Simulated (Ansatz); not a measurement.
BaAg2Ge2 in space group I4/mmm (No. 139; Ge on 4e, Ag on 4d, Ba on 2a) at seven volumes, PBEsol (plane waves, PAW; program Ansatz), shape and atoms relaxed at each. One row is withheld.

| V (Å³/atom) | P (GPa) |
|---|---|
| 20.126 | 8.17 |
| 20.790 | 4.94 |
| 21.453 | 2.26 |
| 22.117 | 0.00 |
| 22.780 | -1.89 |
| 23.444 | ? |
| 24.108 | -4.75 |

Problem. Fit the shown pressures and predict the withheld one.

Solution. Third-order Birch–Murnaghan: P = (3/2)B₀(x^(7/2) − x^(5/2))[1 + (3/4)(B′ − 4)(x − 1)] with x = (V₀/V)^(2/3). Least squares on the six rows gives V₀ = 22.117 Å³/atom, B₀ = 68.40 GPa, B′ = 5.00. At V = 23.444, x = 0.9619 and P = -3.45 GPa. The run itself gave -3.45 GPa.

The workflow started from an entry of the Crystallography Open Database (COD). Whether it is the stable phase at ambient conditions was not checked. The PBEsol relaxation kept the symmetry of its start; its stability against distortions is not shown here. No spin polarisation was allowed. Spin–orbit coupling is left out wherever it is not named.

Potentials: the later of the program's two PAW sets.
